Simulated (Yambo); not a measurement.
Bi₂Se₃ monolayer: sweep of GW parameters

G0W0@PBEsol for a free-standing Bi₂Se₃ monolayer (symmetry P-3m1, slab cell 23.1 Å high) in Yambo. Reference settings: 6×6×1 Γ-centred k mesh, bands 16 to 150 and a 5 Ry block in the screening, 150 bands in G with the Bruneval-Gonze terminator, plasmon pole fitted at 27.2 eV, slab-truncated Coulomb interaction, stochastic integration of W near q = 0. The PBEsol gap (0, 0.167) → Γ on this mesh is 0.89 eV; G0W0 gaps are taken between the same points.

```tsv
change from the reference	G0W0 gap (0, 0.167) → Γ (eV)	shift of the valence edge (eV)	rough Yambo cost
reference settings	1.71	-0.73	1
72 bands in W, 72 bands in G	1.75	-0.49	about 1/3
105 bands in W, 105 bands in G	1.72	-0.63	within a factor of two
72 bands in G	1.74	-0.61	–
105 bands in G	1.71	-0.69	–
83 bands in W	1.72	-0.62	within a factor of two
no stochastic integration of W	2.89	-1.37	–
pole fitted at 40 eV	1.73	-0.77	–
72 bands in G, no terminator	1.70	-0.17	–
105 bands in G, no terminator	1.67	-0.40	–
no terminator	1.68	-0.54	–
```

The reference isn't shown to be the converged limit. Costs are rough (shared machines), scaled to the same edge states, and given only for runs that recompute the screening. The mesh misses a band edge: along a dense path the PBEsol gap is 0.82 eV against 0.89 eV on the mesh. Without the stochastic integration, the mesh misses the sharp change of W near q = 0 in a layer: the 1.18 eV of that row are a sampling artefact.

Spin-orbit coupling is left out; with 6p states at a band edge it can lower the gap by many tenths of an eV, most of a small gap.

The standard potentials for Bi, Se keep a d shell in the valence without the s and p states of that shell. In tests on such compounds this moved G0W0 gaps by up to about 0.9 eV, so absolute quasiparticle energies here are unreliable; differences between settings are what counts.

Geometry relaxed with PBEsol; primitive cell a = 4.111 Å, b = 4.111 Å, c = 23.100 Å, α = 90.00°, β = 90.00°, γ = 120.00°.

This is a model layer cut from the bulk structure; whether it is stable on its own was not checked.

A shift is the quasiparticle energy of the state minus its PBEsol energy.
